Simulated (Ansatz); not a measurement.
This cell of VBiO$_{4}$ (scheelite type, space group I4_1/a) is off equilibrium:

```
VBiO4
1.0
   -2.51221     2.51221     5.72829
    2.51221    -2.51221     5.72829
    2.51221     2.51221    -5.72829
Bi V O
2 2 8
Cartesian
  0.00000   2.51221   2.86415
  0.00000   0.00000   0.00000
  2.51221   0.00000   2.86415
  0.00000   0.00000   5.72829
  3.23178  -1.25653   3.79004
  1.79265   1.25653   3.79004
  1.25653   0.71956   6.65418
  1.25568   1.79265   0.92589
 -0.71956   1.25653   4.80240
  3.23178   1.25568  -0.92589
  1.25568  -0.71956   1.93825
  3.76875   0.71956   1.93825
```

All values below come from PBE (plane waves to 420 eV, PAW, scalar-relativistic; Ansatz, a program for electronic structure). k mesh 7×7×7 (Γ-centred), Fermi-Dirac smearing 0.05 eV. The energy includes the smearing's −TS. Stress and pressure are positive under compression. Some relaxations began with atoms very close together and may have settled on another branch. Spin-orbit coupling is left out, though Bi is heavy. The PAW data are Ansatz's earlier set. This is one of several known forms of VBiO4; the measured ambient cells at hand have space group No. 15 or 60. VBiO4 is run without spin polarisation. VBiO4 was relaxed with its symmetry unable to fall.

Give the stress tensor in GPa and the pressure.


```
   13.1      0.0      0.0
    0.0     13.1      0.0
    0.0      0.0     11.6
```
The pressure, a third of the trace, is 12.6 GPa.

It is the relaxed cell scaled evenly to V/V₀ = 0.920, atoms relaxed where free. What is its energy relative to the relaxed cell?

38.2 meV/atom.

(Under strain, the slope of the energy per volume gives the stress and its curvature an elastic modulus.)
